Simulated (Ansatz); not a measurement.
Data:

ZnO:
```xyz
4
Lattice="3.1867 0.0000 0.0000 -1.5933 2.7598 0.0000 0.0000 0.0000 5.1526" Properties=species:S:1:pos:R:3 pbc="T T T"
Zn     1.5933     0.9199     0.0092
Zn     0.0000     1.8398     2.5855
O      1.5933     0.9199     3.2122
O      0.0000     1.8398     0.6359
```

This is the LDA-relaxed structure. x, y and z are the axes in which the lattice vectors are written.

All from plane-wave PAW LDA (Ansatz code), unless another level is named. Estimate the hole effective mass, band 1 of 2 at the edge.

2.7 along z (mₑ).

What about the band gap?

0.80 eV (direct).

What about the valence-band maximum?

at Γ.

Space group P6_3mc (wurtzite). The cell was relaxed with LDA under the symmetry of its start; phonons on a q-mesh show no instability.

Potentials: the later of the program's two PAW sets.
